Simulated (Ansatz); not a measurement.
HfO$_{2}$:
```
HfO2
1.0
    4.83096     0.00000     0.00000
    0.00000     4.83096     0.00000
    0.00000     0.00000     3.21016
Hf O
2 4
Cartesian
  0.00000   0.00000   0.00000
  2.41548   2.41548   1.60508
  0.94186   3.88911   1.60508
  3.88911   0.94186   1.60508
  3.35734   3.35734   0.00000
  1.47363   1.47363   0.00000
```

PBEsol in the plane-wave PAW code Ansatz gives a gap of 3.89 eV without spin–orbit coupling, maximum at Γ, minimum at Γ.

### Question
What happens when spin–orbit coupling is switched on?

### Answer
The gap shrinks by 0.01 eV, to 3.88 eV; maximum at Γ, minimum at Γ.

### Question
Give the electron effective mass with spin–orbit coupling.

### Answer
0.62, 0.79, 0.79 mₑ (principal values).

### Question
Give the hole effective mass with spin–orbit coupling.

### Answer
2.0, 2.0, 2.4 mₑ (principal values).

Space group P4_2/mnm (rutile). The workflow started from a Materials Project entry (that database holds measured and hypothetical structures alike); the Crystallography Open Database copy checked does not list it. It is not the phase usual at ambient conditions (space group No. 14, 29). The cell was relaxed with PBEsol under the symmetry of its start; its stability against distortions is not shown here. The run is not spin-polarised.

Potentials: the earlier of the program's two PAW sets. The files were generated under PBE; for other functionals the program regenerates the frozen cores, and for LDA and PBEsol the local potential too.
